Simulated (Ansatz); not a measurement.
Relaxing InGa2N3

Theory: DFT PBE, scalar-relativistic, plane waves, PAW in Ansatz. Run with 420 eV cutoff, 6×6×6 k-mesh, Gaussian smearing of 0.02 eV, no spin polarisation.

What was changed: uniaxial strain along a, with b, c and atoms relaxed: +4.0 %.

Command:

```bash
ansatz run input.yaml --threads 2 --pin off --max-ram 5120MiB --backend cpu --events-out ev --progress --plain --runs-dir out
```

Input:

```yaml
crystal:
  lattice:
    - [5.2109024234, -3.0058076114, 0.0]
    - [5.0858094897, 2.7889450721, 0.0]
    - [0.0, 0.0, 5.3440794047]
  atoms:
    - { symbol: In, position: [0.3239530857, 0.6744070155, 0.9882226557] }
    - { symbol: In, position: [0.6760469143, 0.3255929845, 0.4882226557] }
    - { symbol: Ga, position: [0.00666148, 0.3336030563, 0.9919275696] }
    - { symbol: Ga, position: [0.6655473255, 0.9931325983, 0.9920117541] }
    - { symbol: Ga, position: [0.99333852, 0.6663969437, 0.4919275696] }
    - { symbol: Ga, position: [0.3344526745, 0.0068674017, 0.4920117541] }
    - { symbol: "N", position: [0.024289822, 0.3334185051, 0.3599426364] }
    - { symbol: "N", position: [0.6638490991, 0.9739077332, 0.3601035484] }
    - { symbol: "N", position: [0.975710178, 0.6665814949, 0.8599426364] }
    - { symbol: "N", position: [0.3361509009, 0.0260922668, 0.8601035484] }
    - { symbol: "N", position: [0.305354262, 0.6921511968, 0.3957928358] }
    - { symbol: "N", position: [0.694645738, 0.3078488032, 0.8957928358] }
basis:
  ecutwfc: 420
kpoints:
  mp_grid: { grid: [6, 6, 6] }
hamiltonian:
  xc: pbe
scf:
  occupations: { method: gaussian, width: 0.02 }
output:
  forces: true
  stress: true
  eigenvalues: true
relax:
  adjacent_minimum: "off"
  f_tol: 0.008
  max_steps: 40
  cell: { stress_tol: 0.015, fix: [a, angles] }
```

F is the free energy. Steps run on the plane waves of an earlier cell, but the last one, and at times one on the way, on a freshly chosen basis, so a repeated geometry can differ a little in energy. The held parts of the cell keep their stress, so P needn't end at zero.

Steps:

```
step F − F(1) (eV) largest force component (eV/Å) V (Å³/atom) P (GPa)
   1         0.0000                           0.137       13.280    -2.76
   2        -0.0077                           0.088       13.282    -2.87
   3        -0.0111                           0.033       13.286    -2.98
   4        -0.0115                           0.002       13.281    -2.94
   5        -0.0115                           0.002       13.282    -2.96
   6        -0.0116                           0.002       13.282    -2.96
```

Relaxed structure:

```yaml
crystal:
  lattice:
    - [5.20937, -3.00846, 0.00000]
    - [5.07870, 2.78168, 0.00000]
    - [0.00000, 0.00000, 5.35396]
  atoms:
    - { symbol: In, position: [0.32266, 0.67423, 0.98662] }
    - { symbol: In, position: [0.67734, 0.32577, 0.48662] }
    - { symbol: Ga, position: [0.00648, 0.33342, 0.99128] }
    - { symbol: Ga, position: [0.66501, 0.99327, 0.99144] }
    - { symbol: Ga, position: [0.99352, 0.66658, 0.49128] }
    - { symbol: Ga, position: [0.33499, 0.00673, 0.49144] }
    - { symbol: N, position: [0.02259, 0.33317, 0.36083] }
    - { symbol: N, position: [0.66170, 0.97425, 0.36111] }
    - { symbol: N, position: [0.97741, 0.66683, 0.86083] }
    - { symbol: N, position: [0.33830, 0.02575, 0.86111] }
    - { symbol: N, position: [0.30329, 0.69210, 0.39673] }
    - { symbol: N, position: [0.69671, 0.30790, 0.89673] }
```

The structure is monoclinic, space group P2_1 (No. 4). The conventional cell has a = 5.791 Å, b = 5.354 Å, c = 5.792 Å, α = 90.00°, β = 117.42°, γ = 90.00°. Around In (site symmetry 1) lie 4 N at 2.19 to 2.20 Å. Ga (site symmetry 1) is surrounded by 4 N at 1.97 to 2.01 Å. Ga (site symmetry 1) has 4 N at 1.98 to 2.00 Å as nearest neighbours. N (site symmetry 1) has 3 Ga at 1.97 to 1.98 Å and 1 In at 2.20 Å as nearest neighbours. Around N (site symmetry 1) lie 3 Ga at 1.98 to 2.00 Å and 1 In at 2.19 Å. Around N (site symmetry 1) lie 2 Ga at 1.99 to 2.01 Å and 2 In at 2.20 Å.

The run converged. Time: 4.2 min on 2 threads of Arm Neoverse V2, on a shared host, peak memory 0.93 GiB.